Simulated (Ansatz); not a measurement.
The cell is the one relaxed in the Materials Project (mp-27731), not relaxed further here; entries there can be hypothetical.

HfH₂: DFT, LDA, PAW with Ansatz's default frozen-core files, scalar-relativistic (Ansatz 0.2.0).

```yaml
crystal:
  lattice:
    - [-1.7307056792, 1.7307056792, 2.1447997069]
    - [1.7307056792, -1.7307056792, 2.1447997069]
    - [1.7307056792, 1.7307056792, -2.1447997069]
  atoms:
    - { symbol: Hf, position: [0.0, 0.0, 0.0] }
    - { symbol: H, position: [0.25, 0.75, 0.5] }
    - { symbol: H, position: [0.75, 0.25, 0.5] }
kpoints:
  mp_grid: { grid: [15, 15, 15] }
  band_path:
    path:
      - [0.0, 0.0, 0.0]
      - [0.0, 0.0, 0.5]
      - [0.25, 0.25, 0.25]
      - [0.0, 0.5, 0.0]
      - [0.0, 0.0, 0.0]
      - [0.5, 0.5, -0.5]
      - [0.4127844674, 0.5872155326, -0.4127844674]
      - [-0.4127844674, 0.4127844674, 0.4127844674]
      - [0.0, 0.0, 0.0]
    npoints: 8
scf:
  occupations: { method: fermi_dirac, width: 0.03 }
hamiltonian:
  xc: lda
  pseudopotentials: { kind: paw }
output:
  forces: true
  stress: true
  eigenvalues: true
  efg: { contact_densities: true }
  populations: true
  bader: true
  dos: { projected: true, de: 0.2, e_range: [-14, 8] }
```

Output:

```
Hf: output.efg is read without spin–orbit coupling, which moves field gradients at and beside such atoms by some per cent and up to a factor of two; PAW files take it under magnetization.noncollinear and magnetization.spin_orbit
Engine: ansatz 0.2.0
Pseudopotentials: kind: paw
Pseudopotential: Hf, paw, valence charge 26, recommended cutoff 420 eV (normal)
Pseudopotential: H, paw, valence charge 1, recommended cutoff 420 eV (normal)
Functional definition: SPW92
  exchange = slater_x
  correlation = pw_c
Crystal: 3 atoms, lattice volume = 25.698 Å³
Basis set: ecut = 420 eV, 519 PW (Γ)
Bands: 18, of which v1, the nominal top of the filled ones, is band 14 counted from 1 (13 counted from 0)
Symmetry: 16 space group operations
Space group: I4/mmm (ITA 139), of the structure as read, at distance tolerance 3.0e-5 Å
k-points: 288 of 3375
Non-local potential: Hf, projectors of the file, l = 0: 3, l = 1: 2, l = 2: 2, l = 3: 3
Non-local potential: H, projectors of the file, l = 0: 2, l = 1: 1
PAW form: soft (Blöchl's): semilocal exchange-correlation on the pseudo side does not see the compensation charge
PAW frozen core: Hf, regenerated for the run's functional, and the local potential with it (the file was generated under x = pbe(κ = 0.804, μ = 0.2195149727645171), c = pbe(β = 0.06672455060314922))
PAW one-centre angular grid: Hf, 590 points (default); XC on 64 Gauss nodes
PAW one-centre angular grid: H, 110 points (default); XC on 64 Gauss nodes
Initial density: superposition of atomic densities (neutral atoms: chi_scale 0, normalization atom), corrected by the library's trained network
Initial wavefunctions: pseudopotential atomic-orbital guess
Functional: x = slater, c = lda
SCF iter   1: F=—  HF=-15509.874288 eV  |F-HF|=—  |Δ(HF+E_count)|=         —  Δρ=1.11e-2  dr2=2.14e-2  ethr=1.77e-3  ⟨swp⟩=5.2  Hψ=21830  notcnv=0
preconditioner: auto → Kerker (q_TF=auto, 2.768 Å⁻¹)  [metal: Δε(μ)=0.024 eV  Ē_g=18.666 eV  σ=0.030 eV  W_gap=0.19  n_scr=12 (ndim 8)  ℏωp=37.4 eV  f_vac=0.000  D(μ)=0.56/eV (n_scr^D=0)]
SCF iter   2: F=—  HF=-15509.868453 eV  |F-HF|=—  |Δ(HF+E_count)|=   5.84e-3  Δρ=6.28e-3  dr2=7.14e-3  ethr=7.65e-5  ⟨swp⟩=2.0  Hψ=8486  notcnv=0
SCF iter   3: F=—  HF=-15509.866486 eV  |F-HF|=—  |Δ(HF+E_count)|=   1.97e-3  Δρ=1.19e-3  dr2=3.94e-4  ethr=2.55e-5  ⟨swp⟩=2.0  Hψ=9109  notcnv=0
SCF iter   4: F=—  HF=-15509.865805 eV  |F-HF|=—  |Δ(HF+E_count)|=   6.81e-4  Δρ=5.78e-4  dr2=3.97e-5  ethr=1.41e-6  ⟨swp⟩=2.0  Hψ=9237  notcnv=0
SCF iter   5: F=—  HF=-15509.865809 eV  |F-HF|=—  |Δ(HF+E_count)|=   4.58e-6  Δρ=7.03e-5  dr2=1.19e-6  ethr=1.42e-7  ⟨swp⟩=2.0  Hψ=9221  notcnv=0
SCF iter   6: F=—  HF=-15509.865809 eV  |F-HF|=—  |Δ(HF+E_count)|=   8.62e-7  Δρ=2.34e-5  dr2=1.40e-7  ethr=4.26e-9  ⟨swp⟩=2.0  Hψ=8215  notcnv=0
SCF iter   7: F=-15509.865809 eV  HF=-15509.865809 eV  |F-HF|=1.94e-8  |Δ(HF+E_count)|=   8.03e-9  Δρ=8.36e-6  dr2=2.42e-8  ethr=3.57e-10  ⟨swp⟩=4.7  Hψ=19789  notcnv=0
SCF 1 converged in 7 iterations: F = -15509.865809 eV  dr2 = 2.42e-8
  greatest PAW one-centre occupation: 0.998 electrons in one spin orbital (limit 2), on the Hf atom at site 0 (counted from 0), in its partial waves of l = 3
NSCF: frozen V_eff on 65 k-points
SCF converged after 7 iterations
Free energy (F): -15509.865809 eV
Harris-Foulkes:  -15509.865809 eV  (|F-HF|=1.94e-8)
Internal energy: -15509.864242 eV  (E = F + TS)
E sigma→0 (E₀):  -15509.865025 eV
Entropy (-TS):   -0.001567 eV (-0.522 meV/atom)
Fermi energy:    18.473202 eV
--- Per-component energies (eV) ---
  E_band       = 2.751468
  E_kinetic    = 453.587332
  E_local      = -5299.641878  (includes V_loc(G=0)·N_el)
  E_nonlocal   = -1230.311470
  E_hartree    = 2477.543733
  E_xc         = -316.455771
  E_vxc        = -291.433455  (∫ρ·V_xc dr)
  E_paw        = -6685.929794  (= ΣΔE_a)
  E_vpaw       = 1415.472454  (= ΣTr[D̂ρ^β])
  E_aug_tail   = -0.002294  (compensation charges beyond the density's cutoff)
  E_ewald      = -4911.111343
  E_core_change = 2.457243  (= ΣΔE_core)
  E_smearing   = -0.001567  (= −TS)
  E_closure    = 0.000000  (closes the sum)
  Σ components = -15509.865809   (vs F -15509.865809, Δ=0.00e0)
--- Forces (eV/Å), atoms counted from 1 ---
  atom   1  Hf     0.00000000     0.00000000    -0.00000000
  atom   2  H      0.00000000    -0.00000000     0.00000000
  atom   3  H     -0.00000000     0.00000000    -0.00000000
  max |Σ_I F_I| component: 6.90e-31 eV/Å
--- Stress (GPa, compression-positive) ---
       -4.733213      -0.000000       0.000000
       -0.000000      -4.733213      -0.000000
        0.000000      -0.000000      -5.349011
  P = ⅓ Tr σ = -4.9385 GPa (-49.385 kbar)
--- PAW observables at the nuclei: V_zz in 10²¹ V/m², potentials from the cell's mean, atoms counted from 1 ---
  atom   1  Hf V_zz =    -3.547322   η = 0.0000   by run symmetry: allowed
            electrostatic potential = -14182.043586 V   contact ρ = 7500116.991156 e/Å³
  atom   2  H  V_zz =    -0.022614   η = 0.0000   by run symmetry: allowed
            electrostatic potential = -51.268554 V   contact ρ = 2.845033 e/Å³
  atom   3  H  V_zz =    -0.022614   η = 0.0000   by run symmetry: allowed
            electrostatic potential = -51.268554 V   contact ρ = 2.845033 e/Å³
--- Band table (eV; the first three rows and the last of 288) ---
  k-point 0: bands = ["-43.9016", "-12.3785", "-12.3785", "-12.3193", "5.9862", "6.0990", "6.0990", "6.1094", "6.1332", "6.1332", "6.1652", "7.1333", "17.5052", "17.9432", "17.9432", "18.8034", "20.2407", "21.6854"]
  k-point 1: bands = ["-43.8997", "-12.4075", "-12.3831", "-12.3295", "5.9904", "6.0978", "6.1002", "6.1099", "6.1312", "6.1316", "6.1631", "7.2932", "16.2944", "18.0796", "18.8759", "19.3220", "20.0836", "21.5662"]
  k-point 2: bands = ["-43.8941", "-12.4885", "-12.3961", "-12.3582", "6.0026", "6.0962", "6.1037", "6.1114", "6.1257", "6.1274", "6.1571", "7.7590", "15.0668", "18.4844", "19.0961", "19.4565", "21.0411", "21.5168"]
  k-point 287: bands = ["-43.8396", "-12.8986", "-12.6792", "-12.6680", "6.0851", "6.0930", "6.0935", "6.0945", "6.1173", "6.1409", "6.1422", "10.6834", "14.3530", "14.6650", "22.5697", "23.1436", "23.3793", "23.6940"]
--- Löwdin populations: 3 sites ---
  site symbol       q [e]
     0     Hf     25.7521
     1      H      1.0993
     2      H      1.0993
  spilling = 0.001763 (of n_electrons = 28.000000)
--- Bader charges: 3 sites ---
  site symbol  charge [e]  shift [e]
     0     Hf      1.3963     0.0006
     1      H     -0.6982     0.0003
     2      H     -0.6982     0.0003
  estimated error of the sums over rays = 3.9e-4 e
```

populations.tsv:

```
# site	symbol	l	j	q
# orbitals = lowdin
# n_electrons = 28.000000
# spilling = 0.001763
0	Hf	0_5S	-	1.961719
0	Hf	0_6S	-	0.442028
0	Hf	1_5P	-	5.992160
0	Hf	2_5D	-	3.362098
0	Hf	3_4F	-	13.994050
1	H	0_1S	-	1.099288
2	H	0_1S	-	1.099288
```

bader_charges.tsv:

```
# site	symbol	x_ang	y_ang	z_ang	partial_charge_e	electrons	volume_ang3	relative_density_drop	shared_charge_e	partial_wave_shift_e
# quadrature_error_electrons = 3.9e-4
0	Hf	0.0000	0.0000	0.0000	1.39634	70.60366	14.39	-	1.39634	0.00056
1	H	1.7307	0.0000	1.0724	-0.69818	1.69818	5.65	-	-0.69818	0.00028
2	H	0.0000	1.7307	1.0724	-0.69817	1.69817	5.65	-	-0.69817	0.00028
```
